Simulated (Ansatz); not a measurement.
C:
```
C
1.0
   -1.26922     1.26922     4.32690
    1.26922    -1.26922     4.32690
    1.26922     1.26922    -4.32690
C
4
Cartesian
  0.00000   0.00000   3.58132
  1.26922   0.00000   1.41787
  1.26922   0.00000   2.90902
  0.00000   0.00000   5.07247
```

This is the PBE-relaxed structure.

### Question
All from the program Ansatz at the PBE level (PAW), unless another level is named. Give the electronic character.

### Answer
metallic (no gap).

### Question
And the density of states at the Fermi level?

### Answer
0.14 states/eV per atom (mean over ±0.08 eV).

Space group I4_1/amd. The start of the workflow was typed in or built on a structure type; the Crystallography Open Database files this formula in space group No. 141, but the cells were not matched. It is not the phase usual at ambient conditions (space group No. 194, 227). The PBE relaxation kept the symmetry of its start; its stability against distortions is not shown here.

Potentials: the earlier of the program's two PAW sets.
